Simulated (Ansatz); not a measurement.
MoS₂:
```xyz
9
Lattice="3.1738 0.0000 0.0000 -1.5869 2.7486 0.0000 0.0000 0.0000 19.3104" Properties=species:S:1:pos:R:3 pbc="T T T"
Mo     1.5869     0.9162     0.0000
Mo     0.0000     1.8324    13.0672
Mo     0.0000     1.8324     6.2432
S      0.0000     1.8324     1.5535
S      0.0000     1.8324    17.7569
S      1.5869     0.9162    14.6210
S      1.5869     0.9162     4.6894
S      1.5869     0.9162     7.7966
S      1.5869     0.9162    11.5138
```

Tensor components refer to the Cartesian frame of this cell.

Task: Give the high-frequency dielectric tensor and the Born effective charge tensors of the independent atoms from DFPT, DFT-r²SCAN+D4 in the program Ansatz with PAW potentials.

Result: 
ε∞:
```
14.2  0.00  0.00
0.00  14.2  0.00
0.00  0.00  4.94
```
Z* of atom 1 (Mo), rows: field, columns: displacement, in e:
```
-0.88   0.00   0.00
 0.00  -0.88   0.00
 0.00   0.00  -0.44
```
Z* of atom 2 (Mo), rows: field, columns: displacement, in e:
```
-0.87   0.00   0.00
 0.00  -0.87   0.00
 0.00   0.00  -0.38
```
Z* of atom 4 (S), rows: field, columns: displacement, in e:
```
0.44  0.00  0.00
0.00  0.44  0.00
0.00  0.00  0.22
```
Z* of atom 6 (S), rows: field, columns: displacement, in e:
```
0.43  0.00  0.00
0.00  0.43  0.00
0.00  0.00  0.20
```
Z* of atom 8 (S), rows: field, columns: displacement, in e:
```
0.44  0.00  0.00
0.00  0.44  0.00
0.00  0.00  0.18
```

Static charges for comparison (Bader): Mo1 +1.31, Mo2 +1.32, S4 -0.66, S6 -0.66, S8 -0.66 e. Born charges measure polarisation by displacement and can exceed these by far.

Space group P-6m2. The first step of the workflow began from a Materials Project structure, measured or hypothetical; the Crystallography Open Database copy checked does not list it. It is not the phase usual at ambient conditions (space group No. 160, 194). The cell was relaxed with r²SCAN+D4 under the symmetry of its start; its stability against distortions is not shown here. The run is not spin-polarised. Scalar-relativistic: spin–orbit coupling is off unless named, which matters more the heavier the elements.

Potentials: the earlier of the program's two PAW sets.
